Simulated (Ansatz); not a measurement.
BPt:
```cif
data_B2Pt2
_chemical_formula_sum 'Pt2 B2'
_space_group_name_H-M_alt 'P 1'
_space_group_IT_number 1
_cell_length_a 3.68857
_cell_length_b 3.68857
_cell_length_c 3.68194
_cell_angle_alpha 90.000
_cell_angle_beta 90.000
_cell_angle_gamma 120.000
loop_
_space_group_symop_operation_xyz
  'x, y, z'
loop_
_atom_site_label
_atom_site_type_symbol
_atom_site_fract_x
_atom_site_fract_y
_atom_site_fract_z
_atom_site_occupancy
Pt1 Pt 0.33333 0.66667 0.25000 1
Pt2 Pt 0.66667 0.33333 0.75000 1
B1 B 0.00000 0.00000 0.00000 1
B2 B 0.00000 0.00000 0.50000 1
```

Relaxed with PBEsol.

**Question.** Which orbitals make up the states near the Fermi level in plane-wave PAW PBEsol (Ansatz code)?

**Answer.** Within 0.5 eV of the Fermi level: Pt 5d 58 %, B 2p 29 %, Pt 6s 5 %, B 2s 5 %. Projections are on Löwdin-orthogonalised atomic valence shells; empty p or d shells of many metals are not among them.

**Question.** Tabulate the density of states.

**Answer.** States/eV per cell of 4 atoms, in 0.25 eV bins, energy from the Fermi level.

```
E (eV)  total  Pt 5d  B 2p  Pt 6s
------  -----  -----  ----  -----
-7.85    1.73   0.75  0.71   0.14
-7.60    2.19   1.00  0.87   0.18
-7.35    2.39   1.24  0.86   0.16
-7.10    2.41   1.40  0.78   0.14
-6.85    2.63   1.64  0.78   0.13
-6.60    2.91   1.96  0.77   0.12
-6.35    3.21   2.35  0.68   0.11
-6.10    3.93   2.89  0.83   0.10
-5.85    3.18   2.38  0.66   0.05
-5.60    5.51   3.96  1.36   0.07
-5.35    2.93   2.15  0.68   0.03
-5.10    1.91   1.47  0.37   0.02
-4.85    1.91   1.59  0.25   0.03
-4.60    3.09   2.76  0.23   0.06
-4.35    4.01   3.55  0.34   0.06
-4.10    4.44   3.78  0.51   0.06
-3.85    3.74   3.08  0.48   0.05
-3.60    3.11   2.50  0.46   0.05
-3.35    3.28   2.73  0.30   0.09
-3.10    4.66   4.08  0.27   0.12
-2.85    4.97   4.34  0.35   0.14
-2.60    3.56   3.04  0.30   0.08
-2.35    2.38   1.94  0.28   0.03
-2.10    2.25   1.85  0.27   0.03
-1.85    2.22   1.92  0.20   0.02
-1.60    0.73   0.56  0.12   0.01
-1.35    0.40   0.26  0.10   0.01
-1.10    0.72   0.56  0.12   0.00
-0.85    0.49   0.36  0.07   0.00
-0.60    0.83   0.53  0.18   0.03
-0.35    3.62   2.26  1.00   0.19
-0.10    2.51   1.50  0.71   0.12
0.15     1.53   0.79  0.48   0.09
0.40     1.18   0.55  0.41   0.07
0.65     1.08   0.47  0.41   0.06
0.90     1.07   0.43  0.42   0.08
1.15     1.34   0.53  0.50   0.15
1.40     1.62   0.60  0.66   0.18
1.65     1.88   0.63  0.84   0.20
1.90     1.73   0.53  0.81   0.18
2.15     1.33   0.38  0.61   0.16
2.40     1.08   0.29  0.49   0.13
2.65     0.87   0.24  0.43   0.07
2.90     0.81   0.22  0.45   0.04
3.15     0.80   0.19  0.45   0.05
3.40     1.05   0.22  0.55   0.11
3.65     1.17   0.23  0.53   0.18
3.90     1.02   0.19  0.45   0.17
4.15     1.00   0.16  0.40   0.19
4.40     1.10   0.17  0.39   0.23
4.65     1.52   0.22  0.44   0.26
```

Space group P6_3/mmc (NiAs type). The workflow started from an entry of the Crystallography Open Database (COD). Its standing as an ambient phase is unchecked. The PBEsol relaxation kept the symmetry of its start; of distortions, only those at the zone centre were tested. No spin polarisation was allowed. Scalar-relativistic: spin–orbit coupling is off unless named, which matters more the heavier the elements.

Potentials: the later of the program's two PAW sets.
